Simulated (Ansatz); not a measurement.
PbI$_{2}$:
```yaml
crystal:
  lattice:
    - [4.45316, 0.00000, 0.00000]
    - [-2.22658, 3.85655, 0.00000]
    - [0.00000, 0.00000, 34.00000]
  atoms:
    - { symbol: I, position: [0.66667, 0.33333, 0.55488] }
    - { symbol: I, position: [0.33333, 0.66667, 0.44512] }
    - { symbol: Pb, position: [0.00000, 0.00000, 0.50000] }
```
Free-standing layer in the xy plane with vacuum along z and no interaction between images.

Relaxed with LDA. Special points in fractions of this cell's reciprocal vectors: Γ (0.000, 0.000, 0.000); M (0.500, 0.000, 0.000); K (0.333, 0.333, 0.000).

**Question.** List the band energies nearest the valence-band maximum at these points for the program Ansatz at the LDA level (PAW).

**Answer.** In eV from the valence-band maximum; about four levels below and three above (degenerate sets whole), none deeper than 8.9 eV; points with the same levels are listed once.

```json
[
 {"k": "Γ", "below": "-0.90 -0.90 -0.62 -0.62 -0.42", "above": "2.38 3.43 3.43"},
 {"k": "M", "below": "-1.87 -1.10 -0.80 -0.71", "above": "3.14 4.06 4.11"},
 {"k": "K", "below": "-2.53 -1.13 -1.13 -0.25", "above": "3.82 3.82 4.59"}
]
```

Space group P-3m1 (1T). A layer that has been made, often on a substrate. The cell was relaxed with LDA under the symmetry of its start; whether a distortion lowers the energy is not shown. Spin–orbit coupling is left out wherever it is not named.

Potentials: the later of the program's two PAW sets.
